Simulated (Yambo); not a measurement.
```
Cd3ZnS4
1.0
    5.75955     0.00000     0.00000
    0.00000     5.75955     0.00000
    0.00000     0.00000     5.75955
S Zn Cd
4 1 3
Direct
  0.76361   0.76361   0.23639
  0.76361   0.23639   0.76361
  0.23639   0.23639   0.23639
  0.23639   0.76361   0.76361
  0.00000   0.00000   0.00000
  0.00000   0.50000   0.50000
  0.50000   0.00000   0.50000
  0.50000   0.50000   0.00000
```

Cd3ZnS4 (space group P-43m, No. 215): mean Im ε in 1 eV windows above the direct gap of 2.21 eV, for different electron-hole kernels (Yambo, broadening 0.15 eV, PBEsol (pw.x of Quantum ESPRESSO, ONCV potentials, without SOC) bands; 4×4×4 mesh, 12 valence and 10 conduction bands, static screening with 123 bands and a 3 Ry block, scissor 1.07 eV, Tamm-Dancoff; field along x).

```
window (eV)  independent quasiparticles  RPA (no attraction)  BSE
-----------  --------------------------  -------------------  ---
2.2 to 3.2                          1.4                  1.4  1.3
3.2 to 4.2                          2.9                  2.6  6.2
4.2 to 5.2                          3.3                  3.1  6.4
5.2 to 6.2                          5.9                  5.4  5.5
6.2 to 7.2                          7.8                  6.1  5.9
```

This run doesn't resolve bound excitons or single peaks, so only averages are given, and they too depend on the mesh; weight that the attraction moves below the gap isn't listed. All transitions below 8.02 eV are in the band window. The scissor comes from a G0W0 run whose convergence isn't established.

Spin-orbit splittings are left out.

Geometry of the Materials Project entry, not relaxed at this level.

The structure is a Materials Project entry; no match was found in the copy of COD used, and its stability was not checked.
